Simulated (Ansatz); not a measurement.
Consider the following.

MnAlGe:
```
CELL_PARAMETERS angstrom
      3.85929     0.00000     0.00000
      0.00000     3.85929     0.00000
      0.00000     0.00000     5.97411
ATOMIC_POSITIONS crystal
  Mn 0.00000 0.00000 0.00000
  Mn 0.50000 0.50000 0.00000
  Al 0.50000 0.00000 0.70039
  Al 0.00000 0.50000 0.29961
  Ge 0.50000 0.00000 0.28196
  Ge 0.00000 0.50000 0.71804
```
The run is spin-polarised; directions of the spins, atom by atom: ↑ ↑ 0 0 0 0.

This is the r²SCAN-relaxed structure.

Q: All from DFT-r²SCAN in the program Ansatz with PAW potentials, unless another level is named. Estimate the electronic character.

A: metallic (no gap).

Q: Next, the formation energy from the elements (no fitted shifts)?

A: -199 meV/atom.

Q: Next, the density of states at the Fermi level?

A: 0.30 states/eV per atom (mean over ±0.08 eV).

Space group P4/nmm. The workflow started from an entry of the Crystallography Open Database (COD). Whether it is the stable phase at ambient conditions was not checked. The cell was relaxed with r²SCAN under the symmetry of its start; whether a distortion lowers the energy is not shown. Magnetic state: ferromagnetic, chosen from 2 collinear starts compared on coarse meshes (ties went to the first, and starts can fall back to one state), not a proven ground state. Other orbital occupations within this spin state were not tried. The references are the lowest solids computed at this level, not always the standard phases. The manganese reference at this level is a Cmcm phase, not α-Mn. Scalar-relativistic: spin–orbit coupling is off unless named, which matters more the heavier the elements.

Potentials: the later of the program's two PAW sets.
